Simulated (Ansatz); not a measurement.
Given:

Relaxed AlN (zinc blende):

```xyz
4
Lattice="0.0000 4.3695 4.3695 2.1848 2.1848 4.3695 2.1848 2.1848 0.0000" Properties=species:S:1:pos:R:3 pbc="T T T"
N      3.2772     7.6467     7.6467
N      3.2772     5.4619     5.4619
Al     0.0000     0.0000     0.0000
Al     2.1848     4.3695     2.1848
```

The atoms are displaced by Q × the pattern below (from a DFPT mode at X = (0.5, 0.5, 0.0), largest move 1; Q in Å), at fixed cell. (q is in reciprocal vectors of the primitive cell; the cell shown is doubled to hold the pattern.)

```json
[
 {"atom": "N1", "x": "0.000", "y": "0.000", "z": "1.000"},
 {"atom": "N2", "x": "0.000", "y": "0.000", "z": "-1.000"}
]
```

Atoms not listed stay in place.

All values below come from r2SCAN (plane waves to 500 eV, PAW, scalar-relativistic; Ansatz, a quantum-chemistry and plane-wave program). k mesh 13×13×13 (Γ-centred), Fermi-Dirac smearing 0.05 eV. E stands for the smeared free energy. AlN was relaxed with its symmetry unable to fall. The PAW data are Ansatz's earlier set. The zero of ΔE is the undisplaced structure.

The scan covers Q from -0.180 to 0.180 Å in 13 points.

Which space group does the distorted structure have?

P-4m2 (No. 115), lowered from F-43m.

What is the energy change at Q = 0.180 Å?

875 meV/cell.

What harmonic wavenumber does the curvature at Q = 0 give?

728 cm⁻¹.

(A displaced cell: forces are minus the slopes of the energy, force constants its curvatures, and phonons follow from these.)
